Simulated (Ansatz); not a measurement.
A bilayer cut from bulk ZrS2 (CdI2 type), in the bulk's stacking and in-plane cell, with 15 Å of vacuum. The upper layer (atoms 4 to 6) slides over the lower.

```
CELL_PARAMETERS angstrom
      3.63482     0.00000     0.00000
      1.81741     3.14785     0.00000
      0.00000     0.00000    23.64054
ATOMIC_POSITIONS crystal
  S  0.66667 0.66667 0.31655
  Zr 0.00000 0.00000 0.37857
  S  0.33333 0.33333 0.44043
  S  0.66667 0.66667 0.55957
  Zr 0.00000 0.00000 0.62143
  S  0.33333 0.33333 0.68345
```

In-plane vectors a = (3.635, 0.000) Å, b = (1.817, 3.148) Å, area 11.44 Å². The shift is x·a + y·b, and the map repeats with period 1 in x and y. Atoms relax along the normal only. γ = [E(shift) − E(0)] / area.

Computed with PBE-D3(BJ) (plane waves to 420 eV, PAW, scalar-relativistic; Ansatz, a first-principles code). k mesh 10×10×1 (Γ-centred), Fermi-Dirac smearing 0.05 eV. Energies are extrapolated to zero smearing. ZrS2 is run without spin polarisation. ZrS2 was relaxed with its symmetry unable to fall. γ is measured from zero shift.

| γ (meV/Å²) | x = 0.000 | x = 0.167 | x = 0.333 | x = 0.500 | x = 0.667 | x = 0.833 |
|---|---|---|---|---|---|---|
| y = 0.000 | 0.0 | 1.9 | ? | ? | ? | 1.9 |
| y = 0.167 | 1.9 | 2.7 | 3.5 | 3.5 | 2.7 | 1.9 |
| y = 0.333 | ? | 3.5 | 2.9 | 3.5 | ? | 4.9 |
| y = 0.500 | ? | 3.5 | 3.5 | ? | 6.7 | 6.7 |
| y = 0.667 | ? | 2.7 | ? | 6.7 | 7.5 | 6.7 |
| y = 0.833 | 1.9 | 1.9 | 4.9 | 6.7 | 6.7 | 4.9 |

Some entries are withheld; supply them.


- y = 0.000, x = 0.333: 4.5
- y = 0.000, x = 0.500: 5.4
- y = 0.000, x = 0.667: 4.5
- y = 0.333, x = 0.000: 4.5
- y = 0.333, x = 0.667: 4.5
- y = 0.500, x = 0.000: 5.4
- y = 0.500, x = 0.500: 5.4
- y = 0.667, x = 0.000: 4.5
- y = 0.667, x = 0.333: 4.5

(The slope of γ gives the shear force per area between the displaced halves; near zero shift its curvature is an elastic stiffness.)
